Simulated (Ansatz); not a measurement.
The relaxed structure here is a generated cell of ScCo: the first start was made by placing the elements on the sites of a structure type, and the end was not matched to a known phase here, so it may be hypothetical.

The end point of a relaxation of ScCo. Space group P4₂/mmc (No. 131). The numbers are results of PBEsol (plane waves to 420 eV, PAW, scalar-relativistic; Ansatz, a quantum-chemistry and plane-wave program), not measurements.

```xyz
4
Lattice="2.8402 0.0000 0.0000 0.0000 2.8402 0.0000 0.0000 0.0000 7.9280" Properties=species:S:1:pos:R:3 pbc="T T T"
Co     0.0000     1.4201     0.0000
Co     1.4201     0.0000     3.9640
Sc     0.0000     0.0000     1.9820
Sc     0.0000     0.0000     5.9460
```

Predict the magnetic moment from PBEsol.

Net 0.10 μB/atom, ferromagnetic.

Spin state reached: ferromagnetic (net 0.10 μB/atom), from parallel starting moments; other spin orders were not run from this start.

The run could not lose the symmetry of its start: the end is stationary, and may be a saddle point rather than a minimum.

All atoms sit on sites fixed by symmetry, so only the cell could relax.
